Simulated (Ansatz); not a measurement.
Input and command of a plane-wave DFT calculation in Ansatz:

```yaml
crystal:
  lattice:
    - [-1.77228, 1.77228, 1.70664]
    - [1.77228, -1.77228, 1.70664]
    - [1.77228, 1.77228, -1.70664]
  atoms:
    - { symbol: Ti, position: [0.0, 0.0, 0.0] }
basis:
  ecutwfc: 500
kpoints:
  mp_grid: { grid: [20, 20, 20] }
hamiltonian:
  xc: r2scan
scf:
  occupations: { method: gaussian, width: 0.15 }
output:
  forces: true
  stress: true
  eigenvalues: true
```

```bash
ansatz run input.yaml --threads 1 --pin off --max-ram 2560MiB --backend cpu --events-out ev --progress --plain --runs-dir out
```

Processor: Intel(R) Xeon(R) Processor @ 2.50GHz (Skylake/Cascade Lake), 1 thread, on a host shared with other jobs.

Q: Estimate time, memory and problem size.

A: About 34 s on 1 thread of Intel(R) Xeon(R) Processor @ 2.50GHz (Skylake/Cascade Lake) (shared host), peak memory 0.53 GiB. It solves 10 bands at 641 k points (the mesh reduced by symmetry) with about 547 plane waves, in 6 SCF iterations.
